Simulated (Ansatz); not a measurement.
**Be₄Se₃: from a coarse screen to converged energies**

Level of theory: DFT PBE, scalar-relativistic, plane waves, PAW in Ansatz. The screen uses 420 eV, coarse Γ-centred meshes (up to 0.6 Å⁻¹ on the start cell), Gaussian smearing of 0.2 eV, tolerances of 0.08 eV/Å and 0.8 GPa and 16 steps at most, with the symmetry of each start kept. No spin polarisation. Energies are free energies per atom, good to some tens of meV/atom, end volumes are rough, and groups of ends are read at 0.1 Å.

The best distinct ends for Be₄Se₃, in the order of the screen (coordination counts Se atoms around Be (those within 1.25 times the shortest such distance or 1.15 times the sum of covalent radii, 1.27 where that leaves under three; a slash parts the counts of unlike sites)):

```json
{"cell": "1", "form": "P-4m2", "sites": "Be 2g, 2g; Se 2f, 1a", "coordination": "Be 2/4", "k mesh": "5×5×2", "V (Å³/atom)": "16.6", "ΔF (meV/atom)": "0"}
{"cell": "2", "form": "P-43m", "sites": "Be 4e; Se 3c", "coordination": "Be 3", "k mesh": "4×4×4", "V (Å³/atom)": "17.4", "ΔF (meV/atom)": "52"}
{"cell": "3", "form": "P-62m", "sites": "Be 2e, 2d; Se 3g", "coordination": "Be 3", "k mesh": "4×4×3", "V (Å³/atom)": "22.4", "ΔF (meV/atom)": "58"}
```

Each was then relaxed again at the same cutoff on a converged mesh (about 0.25 Å⁻¹ or finer for metals, 0.3 Å⁻¹ for insulators) with narrower smearing and tight tolerances.

Problem. What do the converged relaxations give?

Solution. The order holds; relative to cell 1, the largest shift is 2 meV/atom, for cell 2.

```
cell   k mesh  smearing (eV)  V (Å³/atom)  ΔE (meV/atom)  shift from the screen (meV/atom)  gap on mesh (eV)
   1  10×10×4           0.02         16.5              0                                 0              0.49
   2    6×6×6           0.02         17.3             54                                 2              0.96
   3    6×6×6           0.02         22.3             59                                 1              0.69
```

Energies count from cell 1; meshes are those of each computed cell. The screen's values are free energies at wide smearing, which favour metallic cells; the refined ones are extrapolated to zero smearing.

No dispersion correction is applied, so the spacing and binding between layers, chains or molecules are poorly described (P-4m2), and this can change margins and order among such cells. Kohn–Sham gaps at this level usually fall short of measured ones. Some candidate types were left out of the draw beforehand, so a known form may be missing.
